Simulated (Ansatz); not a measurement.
Task: CuI (CsCl type, Pm-3m) is relaxed with DFT-PBE in the program Ansatz with PAW potentials. What lattice parameters of the conventional cell result?

Result: a = 3.650 Å.

Task: Is it a metal or does it have a gap at this level?

Result: No gap at this level.

The start of the workflow was typed in or built on a structure type; neither database checked (COD, Materials Project) lists it. It is not the phase usual at ambient conditions (space group No. 216). The cell was relaxed with PBE under the symmetry of its start; whether a distortion lowers the energy is not shown. The workflow began spin-polarised and lost its moments. Its formation energy is positive at this level, so the cell may be metastable or incomplete. Scalar-relativistic: spin–orbit coupling is off unless named, which matters more the heavier the elements.

Potentials: the earlier of the program's two PAW sets.
